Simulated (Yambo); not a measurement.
SrMgH4 (space group Cmc2_1, No. 36), G0W0@LDA in Yambo with this input:

```
rim_cut
gw0
dyson
el_el_corr
HF_and_locXC
ppa
em1d
RandQpts= 1000000
RandGvec= 1 Ry
EXXRLvcs= 84 Ry
VXCRLvcs= 336 Ry
Chimod= "HARTREE"
% BndsRnXp
 9 | 158 |
%
NGsBlkXp= 6 Ry
% LongDrXp
 1.0 | 1.0 | 1.0 |
%
PPAPntXp= 27.2114 eV
% GbndRnge
 1 | 158 |
%
GTermKind= "BG"
DysSolver= "n"
ExtendOut
```

On a 4×4×2 mesh, with wavefunctions cut at 84 Ry, the gap ((-0.5, -0.5, 0) → (0, 0.25, 0)) is 4.355 eV and the valence edge shifts by -1.051 eV.

**Question.** What happens with this change: 2 Ry block?

**Answer.** The gap falls by 0.310 eV, to 4.045 eV; the shift of the valence edge becomes -0.786 eV. Neither run is shown to be the converged limit. The mesh misses a band edge: along a dense path the LDA gap is 2.39 eV against 2.49 eV on the mesh.

Geometry of the Materials Project entry, not relaxed at this level; primitive cell a = b = 7.0224 Å, c = 5.5762 Å, α = β = 90.00°, γ = 147.26°.

The structure is a Materials Project entry; no match was found in the copy of COD used, and its stability was not checked.

A shift is the quasiparticle energy of the state minus its LDA energy.
